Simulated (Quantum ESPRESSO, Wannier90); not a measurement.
**SiS$_{2}$ (I-42d): Wannier90 run**

```yaml
crystal:
  lattice:
    - [5.55923, 0.00000, 0.00000]
    - [0.00000, 5.55923, 0.00000]
    - [-2.77962, -2.77962, 4.33698]
  atoms:
    - { symbol: Si, position: [0.25000, 0.75000, 0.50000] }
    - { symbol: Si, position: [0.00000, 0.00000, 0.00000] }
    - { symbol: S, position: [0.12500, 0.09201, 0.75000] }
    - { symbol: S, position: [0.34201, 0.87500, 0.25000] }
    - { symbol: S, position: [0.62500, 0.65799, 0.75000] }
    - { symbol: S, position: [0.90799, 0.37500, 0.25000] }
```

Cell from Materials Project (mp-7583), symmetrised, no further relaxation. COD (Crystallography Open Database) has the formula in 2 space groups, this one among them (matched by group alone). Level: PBEsol, no spin polarisation, no spin-orbit coupling; pw.x of Quantum ESPRESSO at 42 Ry with PseudoDojo potentials, 4×4×4 k-points, Wannier90. Density: 8×8×8 mesh, cold smearing 0.01 Ry.

Functional, cutoff and mesh named above are those of the base row (42); the first column says what each row takes instead. Model: 16 functions from bands 1-16, start SCDM (isolated) (the valence bands). Energies are relative to the valence-band maximum; the misfit is to pw.x on a path, for all bands of the set. Only the plane-wave cutoff changes (density cutoff four times as high). Ω_total can sit in another minimum from row to row; Ω_I of an isolated set cannot.

| ecutwfc (Ry) | Ω_I (Å²) | Ω_total (Å²) | rms misfit (meV) | gap (eV) | ΔE to highest cutoff (meV/atom) | plane waves a k-point, about (cost) | rough cost of nscf and overlaps (first row = 1) |
|---|---|---|---|---|---|---|---|
| 21 | 18.18 | 21.29 | 3.0 | 3.120 | 317.0 | 1500 | 1.0 |
| 26 | ___ | 21.35 | 2.4 | ___ | ___ | 2000 | 1.4 |
| 32 | 18.26 | 21.36 | 2.3 | 3.073 | 22.2 | 2800 | 1.9 |
| 42 | 18.26 | 21.36 | 2.3 | 3.069 | 1.4 | 4200 | 2.9 |
| 52 | 18.26 | 21.36 | 2.3 | 3.069 | 0.2 | 5700 | 4 |
| 65 | 18.26 | 21.36 | 2.3 | 3.069 | 0.0 | 8000 | 5 |

Problem. Fill in the missing entries.

Solution. 
- 26, Ω_I (Å²): 18.25
- 26, gap (eV): 3.086
- 26, ΔE to highest cutoff (meV/atom): 103.7
